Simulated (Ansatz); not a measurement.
Zn$_{3}$N$_{2}$:
Space group Ia-3 (No. 206); a = 9.5758 Å, b = 9.5758 Å, c = 9.5758 Å, α = 90.00°, β = 90.00°, γ = 90.00°

```json
[
 {"atom": "Zn", "site": "48e", "symmetry": "1", "x": "0.1013", "y": "0.3503", "z": "0.1275"},
 {"atom": "N", "site": "24d", "symmetry": "2..", "x": "0.0000", "y": "0.2500", "z": "0.4804"},
 {"atom": "N", "site": "8b", "symmetry": ".-3.", "x": "0.2500", "y": "0.2500", "z": "0.2500"}
]
```
(The calculation used a cell of 40 atoms; values per cell refer to that cell.)

Relaxed with LDA.

Which orbitals make up the states near the Fermi level in plane-wave PAW LDA (Ansatz code)?

Within 0.5 eV of the Fermi level: N 2p 81 %, Zn 3d 15 %. Projections are on Löwdin-orthogonalised atomic valence shells; empty p or d shells of many metals are not among them.

Tabulate the density of states.

States/eV per cell of 40 atoms, in 0.25 eV bins, energy from the Fermi level.

```
E (eV)   total   Zn 3d   N 2p  Zn 4s
------  ------  ------  -----  -----
-7.85    39.26   22.41  11.14   5.15
-7.60    44.72   28.15  11.56   4.42
-7.35    84.28   65.34  15.87   2.60
-7.10    90.87   73.62  15.02   1.79
-6.85   107.61   94.95  10.96   1.11
-6.60   131.56  123.96   5.72   1.02
-6.35   134.78  129.78   3.30   0.88
-6.10   189.24  185.51   2.44   0.76
-5.85    88.67   84.86   1.58   0.85
-5.60    24.49   22.06   0.72   0.35
-5.35     9.71    6.66   1.74   0.81
-5.10    15.40    8.69   4.24   1.57
-4.85    14.60    7.05   4.93   1.56
-4.60    18.51    8.28   6.69   2.05
-4.35    17.02    7.28   6.41   2.13
-4.10    14.31    6.07   5.35   1.99
-3.85    17.86    6.47   7.56   2.24
-3.60    18.06    5.65   8.56   2.14
-3.35    17.38    4.64   9.16   1.96
-3.10    20.47    4.88  11.76   1.95
-2.85    20.24    4.32  12.39   1.52
-2.60    21.32    4.09  14.03   1.26
-2.35    19.05    3.49  12.66   1.13
-2.10    22.56    3.84  15.91   1.13
-1.85    23.60    3.97  16.83   1.04
-1.60    22.53    3.64  16.71   0.74
-1.35    22.12    3.51  16.66   0.59
-1.10    22.32    3.47  17.24   0.46
-0.85    20.39    3.15  16.12   0.27
-0.60    14.92    2.29  11.92   0.14
-0.35     8.91    1.38   7.23   0.03
-0.10     2.73    0.42   2.24   0.00
0.15      0.01    0.00   0.00   0.00
0.40      0.06    0.00   0.02   0.02
0.65      0.19    0.01   0.07   0.05
0.90      0.36    0.02   0.14   0.10
1.15      0.59    0.03   0.22   0.18
1.40      0.89    0.03   0.33   0.28
1.65      1.28    0.04   0.46   0.43
1.90      1.90    0.05   0.66   0.67
2.15      2.51    0.06   0.75   0.87
2.40      4.49    0.09   1.10   1.53
2.65      7.93    0.15   1.68   2.84
2.90      9.60    0.16   1.78   3.62
3.15     13.06    0.20   2.34   5.02
3.40     14.12    0.21   2.44   5.36
3.65     13.43    0.18   2.30   5.23
3.90     13.72    0.18   2.16   4.89
4.15     13.34    0.17   1.97   4.57
4.40     13.17    0.15   1.79   4.07
4.65      9.65    0.11   1.29   2.69
```

The LDA relaxation kept the symmetry of its start.

Potentials: the later of the program's two PAW sets.
